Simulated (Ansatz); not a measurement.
Values for one crystal, relaxed and computed with r²SCAN (plane waves, PAW; program Ansatz); other levels are named.

```yaml
volume_per_atom: 24.65 Å³
electronic_character: metallic (no gap)
Formation energy from the elements (no fitted shifts): -1.18 eV/atom
Density of states at the Fermi level: 0.28 states/eV per atom (mean over ±0.08 eV)
```

Q: Which compound is it?
(A) LuTiGe, P4/nmm (Lu on 2c, Ti on 2a, Ge on 2c)
(B) TiTeS, P3m1 (Ti on 1b, Te on 1a, S on 1c)
(C) FeO, rock salt
(D) SnO, P4_2/mmc (Sn on 2c, O on 2e)

A: B, TiTeS, P3m1 (Ti on 1b, Te on 1a, S on 1c)

The first step of the workflow began from a Materials Project structure, measured or hypothetical; the Crystallography Open Database copy checked does not list it. Its standing as an ambient phase is unchecked. The r²SCAN relaxation kept the symmetry of its start; whether a distortion lowers the energy is not shown. No spin polarisation was allowed. A crystal of weakly bound layers computed without a dispersion correction: the cell and the soft elastic constants depend strongly on that. The references are the lowest solids computed at this level, not always the standard phases. Spin–orbit coupling is left out wherever it is not named.

Potentials: the later of the program's two PAW sets.
